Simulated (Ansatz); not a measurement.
CdSe:
```cif
data_Cd2Se2
_chemical_formula_sum 'Cd2 Se2'
_space_group_name_H-M_alt 'P 1'
_space_group_IT_number 1
_cell_length_a 4.24750
_cell_length_b 4.24750
_cell_length_c 6.94030
_cell_angle_alpha 90.000
_cell_angle_beta 90.000
_cell_angle_gamma 120.000
loop_
_space_group_symop_operation_xyz
  'x, y, z'
loop_
_atom_site_label
_atom_site_type_symbol
_atom_site_fract_x
_atom_site_fract_y
_atom_site_fract_z
_atom_site_occupancy
Cd1 Cd 0.66667 0.33333 0.00029 1
Cd2 Cd 0.33333 0.66667 0.50029 1
Se1 Se 0.66667 0.33333 0.62491 1
Se2 Se 0.33333 0.66667 0.12491 1
```

Relaxed with LDA.

Question: Decompose the optical modes at the zone centre into irreducible representations, and say which are infrared and Raman allowed.

Answer: Point group 6mm: Γ_opt = A1 + 2B1 + E1 + 2E2. Infrared: A1, E1. Raman: A1, E1, E2.

Question: Assign frequencies (DFPT, the program Ansatz at the LDA level (PAW); without the LO–TO term).

Answer: E2 33, B1 125, A1 173, E1 177, E2 180, B1 192 cm⁻¹.

Subscripts of B labels follow the axes of the standard setting.

Space group P6_3mc (wurtzite). Symmetry was held in the LDA relaxation; phonons on a q-mesh show no instability.

Potentials: the later of the program's two PAW sets.
